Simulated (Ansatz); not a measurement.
A trial cell of SbS₅, before relaxation:

```
CELL_PARAMETERS angstrom
0.00000 4.32682 4.32682
4.32682 0.00000 4.32682
4.32682 4.32682 0.00000
ATOMIC_POSITIONS crystal
Sb 0.00000 0.00000 0.00000
S 0.25000 0.25000 0.25000
S 0.12959 0.62347 0.62347
S 0.62347 0.62347 0.62347
S 0.62347 0.62347 0.12959
S 0.62347 0.12959 0.62347
```

Level of theory: Ansatz, DFT PBE, scalar-relativistic, plane waves, PAW. Cutoff 420 eV, Gaussian smearing, Γ-centred meshes. Cell and atoms relax first on a coarse mesh and then on a finer one. In between, the cell is made exact in the group found at 0.06 Å. In metals the finer mesh still leaves noise of several meV/atom or more. The steps can't lower the symmetry of their start. No spin polarisation.

A guess keeps its type if space group and coordination stay and the shape of the cell changes little (axis ratios within about 15 %, angles within 6°); the volume may change.

Task: Does this structure survive the relaxation?

Result: It keeps its type. The symmetry stays F-43m (No. 216). The volume per atom shrinks by 32.9 %, from 27.0 to 18.1 Å³. The shortest distance goes from 3.02 Å (S–S) to 2.52 Å (S–S). Counting neighbours within 15 % of an atom's shortest distance, the start has S 6/16, Sb 16 and the end S 6/16, Sb 16.

The last run used an 8×8×8 mesh for its 6-atom cell and Gaussian smearing of 0.10 eV. Spin–orbit coupling, which can matter for Sb, is left out. An odd number of electrons in the primitive cell allows no gap without spin; a larger cell or a magnetic state could open one. The cell is a metal run without spin; a magnetic state may lie lower. A structure relaxed within its symmetry needn't be a true minimum. Another cell of SbS5 relaxed alike, in R-3m, lies 0.71 eV/atom lower, so this cell isn't the stable form at this level.

In counts of neighbours, a slash parts the counts of unlike sites.
